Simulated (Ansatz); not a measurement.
**CaZnBr$_{4}$: computed properties**

The calculation used DFT PBE, scalar-relativistic, plane waves, PAW (Ansatz).

Cutoff 420 eV; k points 8×8×8 on the computed 6-atom cell (Γ-centred); Gaussian smearing, width 0.10 eV; no spin polarisation.

The structure is relaxed at this level of theory with its symmetry kept, and needn't be the ground state of this composition.

```xyz
6
Lattice="0.0000 4.5189 4.5189 4.5189 0.0000 4.5189 4.5189 4.5189 0.0000" Properties=species:S:1:pos:R:3 pbc="T T T"
Ca    0.0000    0.0000    0.0000
Zn    2.2594    2.2594    2.2594
Br    3.3859    5.6519    3.3859
Br    5.6519    5.6519    5.6519
Br    5.6519    3.3859    3.3859
Br    3.3859    3.3859    5.6519
```

- Space group: F-43m (No. 216)
- Volume per atom: 207.6 bohr³
- Formation energy from the elements' standard states (uncorrected): -0.186 eV/atom
- Kohn–Sham band gap: none (metal)
- Density of states at the Fermi level: 10.0 states/eV per cell
- Orbital (Löwdin) character within 0.5 eV of the Fermi level: Br 4p 92 %
- Bader charge by site (e): Ca (1 in the cell) 1.65, Zn (1 in the cell) 0.05, Br (4 in the cell) -0.42

Spin polarisation was left out, and a magnetic state may lie lower.

The cell was found from a structure generator's guess, not taken from experiment. Löwdin shares on free-atom orbitals overweight diffuse shells.
